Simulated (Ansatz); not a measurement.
YTe (rock salt, Fm-3m), the program Ansatz at the PBEsol level (PAW), all energies at zero smearing, with the estimated change up to a 700 eV cutoff added, with one set of potentials and settings (totals compare only within such a set). Cell of 2 atoms (1 Y, 1 Te): -10699.348 eV.

```csv
element,reference phase,E (eV/atom)
Y,"P6_3/mmc, 2 atoms in the cell",-3795.0735
Te,"P3_121, 3 atoms in the cell",-6901.5142
```

Formation energy per atom, worked out: (-10699.348 − 1×(-3795.0735) − 1×(-6901.5142))/2 = -1.380 eV/atom (-133 kJ per mol of atoms), at 0 K, without zero-point energy or fitted corrections.

The workflow started from an entry of the Crystallography Open Database (COD). Its standing as an ambient phase is unchecked. The PBEsol relaxation kept the symmetry of its start; of distortions, only those at the zone centre were tested. The run is not spin-polarised. The references are the lowest solids computed at this level, not always the standard phases. Scalar-relativistic: spin–orbit coupling is off unless named, which matters more the heavier the elements.

Potentials: the later of the program's two PAW sets.
